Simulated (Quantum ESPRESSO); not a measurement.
# Where does Si sit best among Ge sites?

The results below are calculated, not measured. They come from pw.x of Quantum ESPRESSO 7.5, a plane-wave density functional program, with PseudoDojo standard norm-conserving files (v0.5 for PBE, v0.4.1 for LDA and PBEsol). The cells are made up: elements, strain and atom displacements were drawn at random, and nothing was relaxed. There is no spin polarisation, spin-orbit coupling or dispersion term.

The cell has 8 sites of a zincblende or diamond lattice. Sites 1 to 4 hold Si Ge Ge Ge; sites 5 to 8 hold X X X X. Cell vectors in Å: (5.467, -0.048, -0.006); (-0.048, 5.651, -0.029); (-0.006, -0.029, 5.584). Settings: PBE, cutoff 1061 eV, 6 x 6 x 6 k mesh shifted by half a step, Fermi-Dirac smearing of 0.1 eV.

In each run one of the sites marked X holds Si and the others hold Ge; cell and positions stay the same. E is the free energy of the cell.

```
site of the guest  first shell  mean distance (Å)  E above the lowest (eV)  P (GPa)  force on the guest (eV/Å)
                5        Ge3Si              2.461                    0.252     6.06                      1.174
                6        Ge3Si              2.428                    0.201     6.00                      1.433
                7        Ge3Si              2.447                    0.214     5.97                      1.728
                8        Ge3Si              2.343                    0.000     5.72                      2.396
```

A rerun of one of these cells at 1347 eV and k mesh 8 x 8 x 8 moved values by no more than 0.003 eV in the cell's energy, 0.04 GPa in stress and 0.005 eV/Å in force.

## Reading the table

Site 8 is lowest, by 0.201 eV, over three times the rerun's bound. A straight line of energy against the mean distance has a slope of 2.1 ± 0.2 eV/Å, so the guest costs less on the tighter sites. The positions are random and not relaxed, so the differences hold for this frozen cell and are not site preferences of a real crystal.